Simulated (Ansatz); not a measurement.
# Li: electron density at the nuclei under pressure

```xyz
1
Lattice="-1.7197 1.7197 1.7197 1.7197 -1.7197 1.7197 1.7197 1.7197 -1.7197" Properties=species:S:1:pos:R:3 pbc="T T T"
Li    0.0000    0.0000    0.0000
```

Structure from Materials Project entry mp-135 (possibly hypothetical), not relaxed further.

The calculation used Ansatz 0.2.0, DFT, r2SCAN, all-electron PAW with datasets made for the crystal, scalar-relativistic.

The runs use a Γ-centred 17×17×17 k mesh, Fermi–Dirac smearing of 0.05 eV, cutoff 100 eV (chosen by the program for this cell), no spin polarisation.

The contact density is the mean electron density over the nuclear volume; its changes follow the s electrons' response to bonding and compression. Changes below are taken from the unscaled cell, where it is 94.3893 e/Å³ at Li.

```json
{"V/V(cell)": "0.9405", "P (GPa)": "1.4", "Δρ(0) Li (e/Å³)": "?"}
{"V/V(cell)": "1.0000", "P (GPa)": "0.5", "Δρ(0) Li (e/Å³)": "0.00"}
{"V/V(cell)": "1.0600", "P (GPa)": "-0.3", "Δρ(0) Li (e/Å³)": "-0.03"}
```

**Question.** Fill in "Δρ(0) Li (e/Å³)" for the row "0.9405".

**Answer.** 0.04.

The datasets are made afresh for each cell, so very small changes are uncertain.
